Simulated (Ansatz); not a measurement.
HfS2, 1T layer, relaxed and computed with two functionals in Ansatz (plane waves, PAW).

| functional | a (Å) | thickness (Å) | gap (eV) | IP (eV) |
|---|---|---|---|---|
| LDA | 3.564 | 2.88 | 0.98 | 6.39 |
| PBE | … | … | … | … |

What belongs in the gaps?


- PBE, a (Å): 3.651
- PBE, thickness (Å): 2.89
- PBE, gap (eV): 1.31
- PBE, IP (eV): 6.41

All cells were relaxed under the symmetry of their starts (and spin orders); stability against distortions was not tested throughout. Rows with no word on spin ran without spin polarisation. Spin–orbit coupling is left out wherever it is not named.

Potentials: the later of the program's two PAW sets.

Ansatz (a quantum-chemistry and plane-wave program) is a plane-wave DFT program.
